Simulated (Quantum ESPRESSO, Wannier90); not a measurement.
**Tight-binding from DFT: MgPd$_{3}$ (Cu3Au type)**

Cell from Materials Project (mp-7753), symmetrised, no further relaxation. Not found in the COD (Crystallography Open Database) copy used; not checked further. Method: PBEsol plane waves in Quantum ESPRESSO 7.5 (PseudoDojo norm-conserving files, 68 Ry, no spin polarisation, no spin-orbit coupling), Bloch states on a 4×4×4 mesh through Γ, Wannier90 4.0.1. Density: 10×10×10 mesh, cold smearing 0.01 Ry.

On the energy scale of pw.x, whose zero is arbitrary, the Fermi level lies at 16.28 eV.

Input w.win:

```
num_bands = 3
num_wann = 3
exclude_bands = 1-13,17-50
num_iter = 1000
conv_tol = 1.0e-6
conv_window = 4
write_hr = true
write_u_matrices = true
auto_projections = true
begin unit_cell_cart
ang
    3.9360300000    0.0000000000    0.0000000000
    0.0000000000    3.9360300000    0.0000000000
    0.0000000000    0.0000000000    3.9360300000
end unit_cell_cart
begin atoms_frac
Mg   0.0000000000  0.0000000000  0.0000000000
Pd   0.0000000000  0.5000000000  0.5000000000
Pd   0.5000000000  0.0000000000  0.5000000000
Pd   0.5000000000  0.5000000000  0.0000000000
end atoms_frac
mp_grid = 4 4 4
begin kpoints
0.0000000000 0.0000000000 0.0000000000
0.0000000000 0.0000000000 0.2500000000
0.0000000000 0.0000000000 0.5000000000
... (61 more lines: the 4x4x4 mesh through Gamma)
end kpoints
```

Input of pw2wannier90.x that gives the overlap and projection files (equivalent; here they were cut from one run over all bands):

```
&inputpp
  outdir = './out'
  prefix = 'pwscf'
  seedname = 'w'
  write_amn = .true.
  write_mmn = .true.
  atom_proj = .true.
  atom_proj_exclude = 1 5 6 7 8 9 10 11 12 13 14 15 16 17 18 19 20 21 22 23 24 25 26 27 28 29 30 31 32
/
```

Output w.wout (banner and timings cut):

```
                                    ------
                                    SYSTEM
                                    ------

                              Lattice Vectors (Ang)
                    a_1     3.936030   0.000000   0.000000
                    a_2     0.000000   3.936030   0.000000
                    a_3     0.000000   0.000000   3.936030

                   Unit Cell Volume:      60.97828  (Ang^3)

                        Reciprocal-Space Vectors (Ang^-1)
                    b_1     1.596326   0.000000   0.000000
                    b_2     0.000000   1.596326   0.000000
                    b_3     0.000000   0.000000   1.596326

 *----------------------------------------------------------------------------*
 |   Site       Fractional Coordinate          Cartesian Coordinate (Ang)     |
 +----------------------------------------------------------------------------+
 | mg   1   0.00000   0.00000   0.00000   |    0.00000   0.00000   0.00000    |
 | pd   1   0.00000   0.50000   0.50000   |    0.00000   1.96802   1.96802    |
 | pd   2   0.50000   0.00000   0.50000   |    1.96802   0.00000   1.96802    |
 | pd   3   0.50000   0.50000   0.00000   |    1.96802   1.96802   0.00000    |
 *----------------------------------------------------------------------------*
                                ------------
                                K-POINT GRID
                                ------------

             Grid size =  4 x  4 x  4      Total points =   64

 *---------------------------------- MAIN ------------------------------------*
 |  Number of Wannier Functions               :                 3             |
 |  Number of Objective Wannier Functions     :                 3             |
 |  Number of input Bloch states              :                 3             |
 |  Output verbosity (1=low, 5=high)          :                 1             |
 |  Timing Level (1=low, 5=high)              :                 1             |
 |  Optimisation (0=memory, 3=speed)          :                 3             |
 |  Length Unit                               :               Ang             |
 |  Post-processing setup (write *.nnkp)      :                 F             |
 |  Using Gamma-only branch of algorithms     :                 F             |
 *----------------------------------------------------------------------------*
 *------------------------------- WANNIERISE ---------------------------------*
 |  Total number of iterations                :              1000             |
 |  Number of CG steps before reset           :                 5             |
 |  Trial step length for line search         :             2.000             |
 |  Convergence tolerence                     :         0.100E-05             |
 |  Convergence window                        :                 4             |
 |  Iterations between writing output         :                 1             |
 |  Iterations between backing up to disk     :               100             |
 |  Write r^2_nm to file                      :                 F             |
 |  Write xyz WF centres to file              :                 F             |
 |  Write on-site energies <0n|H|0n> to file  :                 F             |
 |  Use guiding centre to control phases      :                 F             |
 |  Use phases for initial projections        :                 F             |
 *----------------------------------------------------------------------------*
 *-------------------------------- PLOTTING ----------------------------------*
 |  Plotting Hamiltonian in WF basis          :                 T             |
 *----------------------------------------------------------------------------*

 *---------------------------------- K-MESH ----------------------------------*
 +----------------------------------------------------------------------------+
 |                    Distance to Nearest-Neighbour Shells                    |
 |                    ------------------------------------                    |
 |          Shell             Distance (Ang^-1)          Multiplicity         |
 |          -----             -----------------          ------------         |
 |             1                   0.399081                      6            |
 |             2                   0.564386                     12            |
 |             3                   0.691229                      8            |
 |             4                   0.798163                      6            |
 |             5                   0.892373                     24            |
 |             6                   0.977546                     24            |
 |             7                   1.128773                     12            |
 |             8                   1.197244                     30            |
       ... (lines left out)
 +----------------------------------------------------------------------------+
 | The b-vectors are chosen automatically                                     |
 | The following shells are used:                       1                     |
 +----------------------------------------------------------------------------+
 |                        Shell   # Nearest-Neighbours                        |
 |                        -----   --------------------                        |
 |                          1               6                                 |
 +----------------------------------------------------------------------------+
 | Completeness relation is fully satisfied [Eq. (B1), PRB 56, 12847 (1997)]  |
 +----------------------------------------------------------------------------+
 |                  b_k Vectors (Ang^-1) and Weights (Ang^2)                  |
 |                  ----------------------------------------                  |
 |            No.         b_k(x)      b_k(y)      b_k(z)        w_b           |
 |            ---        --------------------------------     --------        |
 |             1         0.000000    0.000000    0.399081     3.139403        |
 |             2         0.000000    0.399081    0.000000     3.139403        |
 |             3         0.399081    0.000000    0.000000     3.139403        |
 |             4         0.000000    0.000000   -0.399081     3.139403        |
 |             5         0.000000   -0.399081    0.000000     3.139403        |
 |             6        -0.399081    0.000000    0.000000     3.139403        |
 +----------------------------------------------------------------------------+
 |                           b_k Directions (Ang^-1)                          |
 |                           -----------------------                          |
 |            No.           x           y           z                         |
 |            ---        --------------------------------                     |
 |             1         0.000000    0.000000    0.399081                     |
 |             2         0.000000    0.399081    0.000000                     |
 |             3         0.399081    0.000000    0.000000                     |
 +----------------------------------------------------------------------------+

 Starting a new Wannier90 calculation ...

 Reading overlaps from w.mmn

 Reading projections from w.amn

 *------------------------------- WANNIERISE ---------------------------------*
 +--------------------------------------------------------------------+<-- CONV
 | Iter  Delta Spread     RMS Gradient      Spread (Ang^2)            |<-- CONV
 +--------------------------------------------------------------------+<-- CONV

 ------------------------------------------------------------------------------
 Initial State
  WF centre and spread    1  (  0.000000, -0.000000,  0.000000 )     0.20161471
  WF centre and spread    2  (  0.000000,  0.000000, -0.000000 )     0.20161471
  WF centre and spread    3  (  0.000000,  0.000000, -0.000000 )     0.20161471
  Sum of centres and spreads (  0.000000,  0.000000, -0.000000 )     0.60484414

      0     0.605E+00     0.0000000000        0.6048441404  <-- CONV
        O_D=      0.0000000 O_OD=      0.0000000 O_TOT=      0.6048441 <-- SPRD
 ------------------------------------------------------------------------------
      1     0.000E+00     0.0000000007        0.6048441404  <-- CONV
        O_D=      0.0000000 O_OD=      0.0000000 O_TOT=      0.6048441 <-- SPRD
      2     0.000E+00     0.0000000007        0.6048441404  <-- CONV
        O_D=      0.0000000 O_OD=      0.0000000 O_TOT=      0.6048441 <-- SPRD
      3     0.000E+00     0.0000000007        0.6048441404  <-- CONV
        O_D=      0.0000000 O_OD=      0.0000000 O_TOT=      0.6048441 <-- SPRD
      4     0.000E+00     0.0000000007        0.6048441404  <-- CONV
        O_D=      0.0000000 O_OD=      0.0000000 O_TOT=      0.6048441 <-- SPRD
             <<<     Delta < 1.000E-06  over  4 iterations     >>>
             <<< Wannierisation convergence criteria satisfied >>>
 Final State
  WF centre and spread    1  (  0.000000, -0.000000,  0.000000 )     0.20161471
  WF centre and spread    2  (  0.000000,  0.000000, -0.000000 )     0.20161471
  WF centre and spread    3  (  0.000000,  0.000000, -0.000000 )     0.20161471
  Sum of centres and spreads (  0.000000,  0.000000, -0.000000 )     0.60484414

         Spreads (Ang^2)       Omega I      =     0.604844140
        ================       Omega D      =     0.000000000
                               Omega OD     =     0.000000001
    Final Spread (Ang^2)       Omega Total  =     0.604844140
```
